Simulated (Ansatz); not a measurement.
Data:

TaAl:
```
CELL_PARAMETERS angstrom
      0.00000     2.61528     2.61528
      2.61528     0.00000     2.61528
      2.61528     2.61528     0.00000
ATOMIC_POSITIONS crystal
  Ta 0.00000 0.00000 0.00000
  Al 0.50000 0.50000 0.50000
```

This is the PBEsol-relaxed structure.

Problem. All from DFT-PBEsol in the program Ansatz with PAW potentials, unless another level is named. Predict the formation energy from the elements (no fitted shifts).

Solution. 0.54 eV/atom.

Problem. Next, the density of states at the Fermi level?

Solution. 0.34 states/eV per atom (mean over ±0.08 eV).

Space group Fm-3m (rock salt). The start of the workflow was typed in or built on a structure type; neither database checked (COD, Materials Project) lists it. Its standing as an ambient phase is unchecked. The PBEsol relaxation kept the symmetry of its start. At this level the phase is mechanically unstable. No spin polarisation was allowed. Its formation energy is positive at this level, so the cell may be metastable or incomplete. The references are the lowest solids computed at this level, not always the standard phases. Spin–orbit coupling is left out wherever it is not named.

Potentials: the later of the program's two PAW sets.
